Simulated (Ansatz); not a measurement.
Input file for Ansatz (a program for electronic structure):

Ansatz 0.2 input:
```yaml
crystal:
  lattice:
    - [3.9585783816, 0.0, 0.0]
    - [0.0, 3.9585783816, 0.0]
    - [0.0, 0.0, 3.9585783816]
  atoms:
    - { symbol: Hf, position: [0.0, 0.0, 0.0] }
    - { symbol: Pt, position: [0.5, 0.5, 0.0] }
    - { symbol: Pt, position: [0.0, 0.5, 0.5] }
    - { symbol: Pt, position: [0.5, 0.0, 0.5] }
kpoints:
  mp_grid: { grid: [10, 10, 10] }
hamiltonian:
  xc: lda
  pseudopotentials: { kind: paw }
scf:
  occupations: { method: fermi_dirac, width: 0.1 }
phonons:
  method: dfpt
  response_accuracy: low
  eigenvectors: true
  rigid_motions: translations
```

Output (shortened):

```
Pseudopotential: Hf, paw, valence charge 26
Pseudopotential: Pt, paw, valence charge 18
Functional definition: SPW92
Crystal: 4 atoms, lattice volume = 62.032 Å³
Basis set: ecut = 420 eV, 1213 PW (Γ), exchange–correlation on 54×54×54 points (8 copies of the dense FFT grid, shifted against one another)
Bands: 48, of which v1, the nominal top of the filled ones, is band 40 counted from 1 (39 counted from 0)
Symmetry: 48 space group operations
k-points: 216 of 1000 (irreducible under 8 space group operations)
SCF iter   1: F=—  HF=-52216.276762 eV  |F-HF|=—  |Δ(HF+E_count)|=         —  Δρ=6.48e-3  dr2=5.02e-3  ethr=1.77e-3  ⟨swp⟩=5.5  Hψ=33666  notcnv=0
preconditioner: auto → Resta (q_TF=auto, 2.846 Å⁻¹)
SCF iter   2: F=—  HF=-52216.278452 eV  |F-HF|=—  |Δ(HF+E_count)|=   1.69e-3  Δρ=3.51e-3  dr2=1.66e-3  ethr=6.28e-6  ⟨swp⟩=2.4  Hψ=17773  notcnv=0
SCF iter   3: F=—  HF=-52216.278289 eV  |F-HF|=—  |Δ(HF+E_count)|=   1.63e-4  Δρ=3.57e-4  dr2=7.76e-5  ethr=2.07e-6  ⟨swp⟩=2.4  Hψ=16178  notcnv=0
SCF iter   4: F=—  HF=-52216.278141 eV  |F-HF|=—  |Δ(HF+E_count)|=   1.48e-4  Δρ=1.81e-4  dr2=1.34e-5  ethr=9.70e-8  ⟨swp⟩=3.0  Hψ=18776  notcnv=0
SCF iter   5: F=—  HF=-52216.278140 eV  |F-HF|=—  |Δ(HF+E_count)|=   4.51e-7  Δρ=4.79e-5  dr2=1.45e-6  ethr=1.68e-8  ⟨swp⟩=2.3  Hψ=16243  notcnv=0
SCF iter   6: F=—  HF=-52216.278140 eV  |F-HF|=—  |Δ(HF+E_count)|=   3.53e-7  Δρ=1.70e-5  dr2=1.29e-7  ethr=1.81e-9  ⟨swp⟩=2.0  Hψ=16312  notcnv=0
SCF iter   7: F=—  HF=-52216.278140 eV  |F-HF|=—  |Δ(HF+E_count)|=   4.61e-8  Δρ=2.30e-6  dr2=1.48e-9  ethr=1.62e-10  ⟨swp⟩=2.1  Hψ=17031  notcnv=0
SCF iter   8: F=—  HF=-52216.278140 eV  |F-HF|=—  |Δ(HF+E_count)|=  6.11e-10  Δρ=9.59e-7  dr2=3.46e-10  ethr=1.85e-12  ⟨swp⟩=2.1  Hψ=18712  notcnv=0
SCF iter  10: F=-52216.278140 eV  HF=-52216.278140 eV  |F-HF|=0.00e0  |Δ(HF+E_count)|=  2.91e-11  Δρ=3.45e-8  dr2=4.84e-13  ethr=1.00e-12  ⟨swp⟩=5.6  Hψ=43882  notcnv=0
SCF 1 converged in 10 iterations: F = -52216.278140 eV  dr2 = 4.84e-13
DFPT response loops at Γ: preconditioner auto → Kerker (q_TF=auto, 2.846 Å⁻¹) (partly filled bands, converged f_vac=0.000) …
SCF converged after 10 iterations
Free energy (F): -52216.278140 eV
Harris-Foulkes:  -52216.278140 eV  (|F-HF|=0.00e0)
Internal energy: -52216.264657 eV  (E = F + TS)
E sigma→0 (E₀):  -52216.271399 eV
Entropy (-TS):   -0.013483 eV (-3.371 meV/atom)
Fermi energy:    25.047891 eV
--- Per-component energies (eV) ---
  E_band       = -215.589564
  E_kinetic    = 2346.720695
  E_local      = -8926.451506  (includes V_loc(G=0)·N_el)
  E_nonlocal   = -613.779443
  E_hartree    = 3815.687988
  E_xc         = -1083.910982
  E_vxc        = -1181.505961  (∫ρ·V_xc dr)
  E_paw        = -34219.292523  (= ΣΔE_a)
  E_vpaw       = 528.050137  (= ΣTr[D̂ρ^β])
  E_aug_tail   = 0.000533  (compensation charges beyond the density's cutoff)
  E_ewald      = -13539.088270
  E_core_change = 3.848851  (= ΣΔE_core)
  E_smearing   = -0.013483  (= −TS)
  E_closure    = 0.000000  (closes the sum)
  Σ components = -52216.278140   (vs F -52216.278140, Δ=0.00e0)
  [band-id]    e_kinetic+e_local+e_nonlocal+2·e_hartree+e_vxc+e_vpaw+e_augmentation_tail = -215.589569   (vs E_band -215.589564, Δ=-5.07e-6)
--- Band table (eV; the first three rows and the last of 216) ---
  k-point 0: bands = ["-74.4596", "-74.4306", "-74.4306", "-37.9815", "-28.7280", "-28.7280", "-28.7280", "-28.5862", "-28.5862", "-28.5862", "-28.4134", "-28.4134", "-28.4134", "-6.6692", "-6.6692", "-6.6692", "12.0303", "12.0303", "12.0303", "12.0340", …
  k-point 1: bands = ["-74.4589", "-74.4312", "-74.4306", "-37.9815", "-28.7240", "-28.7240", "-28.7215", "-28.5874", "-28.5874", "-28.5866", "-28.4202", "-28.4163", "-28.4163", "-6.6768", "-6.6704", "-6.6704", "12.0290", "12.0299", "12.0299", "12.0324", …
  k-point 2: bands = ["-74.4571", "-74.4330", "-74.4306", "-37.9817", "-28.7128", "-28.7128", "-28.7029", "-28.5909", "-28.5909", "-28.5874", "-28.4396", "-28.4242", "-28.4242", "-6.6966", "-6.6737", "-6.6737", "12.0257", "12.0284", "12.0288", "12.0288", …
  k-point 215: bands = ["-74.4402", "-74.4402", "-74.4402", "-37.9792", "-28.7571", "-28.7372", "-28.7372", "-28.7372", "-28.4854", "-28.4854", "-28.4854", "-28.3902", "-28.3902", "-6.7017", "-6.7017", "-6.7017", "12.0295", "12.0295", "12.0295", "12.0345", …
--- Phonons (Γ-DFPT): 3 representative perturbations + reference, on 216 of 1000 k-points (Σ response iterations 8) ---
  ASR residual: 3.345e-4 → 0.000e0 eV/Å²; symmetrization residual: 1.789e-4 eV/Å²
  ASR residual per site (eV/Å²): 3.35e-4 1.11e-4 1.11e-4 1.11e-4
  Γ frequencies (cm⁻¹): 0.00 0.00 0.00 119.96 119.96 119.96 120.33 120.33 120.33 172.22 172.22 172.22
  non-analytic LO–TO correction: not included (Born effective charges unavailable; polar crystals: no LO–TO splitting at Γ)
```

Cost: about 2.9 core-minutes (a rough figure) on shared cores.

Space group Pm-3m (Cu3Au type). The first step of the workflow began from a Materials Project structure, measured or hypothetical; the Crystallography Open Database copy checked does not list it. COD files the formula under space group No. 194. Its standing as an ambient phase is unchecked. Symmetry was held in the LDA relaxation; whether a distortion lowers the energy is not shown. The run is not spin-polarised. As this level gives no gap, phonon frequencies hold no LO–TO term and depend on the k-mesh and smearing (Fermi–Dirac, 0.1 eV here). Spin–orbit coupling is left out wherever it is not named.

Potentials: the later of the program's two PAW sets.

Ansatz is a plane-wave DFT program.
